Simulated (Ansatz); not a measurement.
MgH₂:
```cif
data_H4Mg2
_chemical_formula_sum 'Mg2 H4'
_space_group_name_H-M_alt 'P42/mnm'
_space_group_IT_number 136
_space_group_name_Hall '-P 4n 2n'
_cell_length_a 4.42932
_cell_length_b 4.42932
_cell_length_c 2.97313
_cell_angle_alpha 90.000
_cell_angle_beta 90.000
_cell_angle_gamma 90.000
loop_
_atom_site_label
_atom_site_type_symbol
_atom_site_symmetry_multiplicity
_atom_site_Wyckoff_symbol
_atom_site_fract_x
_atom_site_fract_y
_atom_site_fract_z
_atom_site_occupancy
Mg1 Mg 2 a 0.00000 0.00000 0.00000 1
H1 H 4 f 0.30432 0.30432 0.00000 1
```

Relaxed at zero pressure with DFT-LDA in the program Ansatz with PAW potentials.

**Question.** The volume is raised by 6 % and shape and atoms relax at that volume. What pressure results, and how do the axes share the change?

**Answer.** -2.8 GPa; a 2.4 %, b 2.4 %, c 1.1 %; the energy rises by 5 meV/atom.

**Question.** Give the new structure.

**Answer.** 
Space group P4₂/mnm (No. 136); a = b = 4.5343 Å, c = 3.0073 Å, α = β = γ = 90.00°

```
atom  site  symmetry       x       y       z
----  ----  --------  ------  ------  ------
Mg      2a      m.mm  0.0000  0.0000  0.0000
H       4f      m.2m  0.3045  0.3045  0.0000
```

The phase is kept; no other phase was compared at this pressure.

Space group P4_2/mnm (rutile). Symmetry was held in the LDA relaxation; phonons on a q-mesh show no instability.

Potentials: the later of the program's two PAW sets.
